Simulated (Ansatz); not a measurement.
CuCl (zinc blende, space group No. 216), PBEsol in the plane-wave PAW code Ansatz: ε∞ = 5.58, cell volume 37.01 Å³. Infrared-active transverse modes:

| ω_TO (cm⁻¹) | oscillator strength S_xx (e²/amu) |
|---|---|
| 168.4 | 0.04867 |

Problem. Compute the static dielectric constant.

Solution. Each mode adds (4.921e7/V) S/ω²: 2.28. So ε0 = 7.87.

Problem. What LO frequency does the Lyddane–Sachs–Teller relation give?

Solution. ω_LO = ω_TO √(ε0/ε∞) = 200 cm⁻¹.

Space group F-43m (zinc blende). Symmetry was held in the PBEsol relaxation. The run is not spin-polarised.

Potentials: the earlier of the program's two PAW sets. The files were generated under PBE; for other functionals the program regenerates the frozen cores, and for LDA and PBEsol the local potential too.
